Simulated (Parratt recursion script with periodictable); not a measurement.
## How fast does roughness lower the EUV peak of a Si/Rh multilayer on Si?

| layer, from the top | thickness (Å) | density (g/cm³) | rms roughness of its top face (Å) | δ at 13.5 nm | β at 13.5 nm |
|---|---|---|---|---|---|
| Si (in each period) | 34.4 | 2.313 | varied | 9.927 × 10⁻⁴ | 0.001813 |
| Rh (in each period) | 34.4 | 12.398 | varied | 0.1248 | 0.03117 |
| Si (substrate) | – | 2.313 | 3 | 9.927 × 10⁻⁴ | 0.001813 |

The refractive index is n = 1 − δ + iβ; the runs take δ and β at each wavelength of the scan. Vacuum lies above.

Densities are inputs, not measurements. They were set from computed cells of the Materials Project: Si from entry mp-149 (Fd-3m, 2.313 g/cm³); Rh from entry mp-74 (Fm-3m, 12.398 g/cm³). A layer's crystal structure does not enter its constants, only its composition and density.

Calculation: EUV and soft X-ray reflectivity, Parratt recursion, Névot-Croce roughness, Henke tables; Parratt recursion script with periodictable 1.7.1.

Light falls at α = 6° from the surface normal. It is p-polarised. The wavelength is scanned from 12.42 to 14.58 nm in 161 evenly spaced points, without smoothing. The peak is the highest scan point; its wavelength and height come from a parabola through R at that point and its two neighbours.

The pair is repeated 10 times. The runs differ only in σ, the roughness on top of both layers of each period; the substrate's stays as listed.

| σ (Å) | peak λ (nm) | peak R (%) |
|---|---|---|
| 0 | 13.087 | 41.6 |
| 3 | 13.078 | 39.8 |
| 9 | 13.034 | ? |

Estimate the peak reflectivity at σ = 9 Å from a line of ln R against σ², and compare with the factor exp[−(2πσ/D)²] for one weak reflection.

With R₀ = 41.6 % of the first row, ln(R/R₀) is 0.0000 at σ² = 0, −0.0442 at σ² = 9 Å². The line through them has slope −0.00491 Å⁻² and intercept 0.0000, which gives 27.9 % at σ² = 81 Å². For D = 68.8 Å, (2π/D)² = 0.00834 Å⁻², and that slope from the first row gives 21.2 %.

The run gave 26.7 %, so the line misses by 1.2 points. The fitted slope is 0.59 of (2π/D)² in size.
